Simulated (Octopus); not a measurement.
MgS (Fm-3m, No. 225):
```
CELL_PARAMETERS angstrom
      0.00000     2.60440     2.60440
      2.60440     0.00000     2.60440
      2.60440     2.60440     0.00000
ATOMIC_POSITIONS crystal
  Mg 0.00000 0.00000 0.00000
  S  0.50000 0.50000 0.50000
```
The cell is a database entry, not relaxed again.

Level: LDA. Code: Octopus 16.4. Numerical set-up: grid spacing about 0.22 Å, Γ-centred 8×8×8 k-mesh, no spin polarisation; Troullier-Martins for S / valence-only HGH without core correction for Mg.

Problem. What band gap does LDA give on the standard high-symmetry path?

Solution. 2.60 eV, from Γ to X; smallest direct gap on the path 3.53 eV. A grid finer by a fifth moves the gap between mesh points by 0.01 eV.
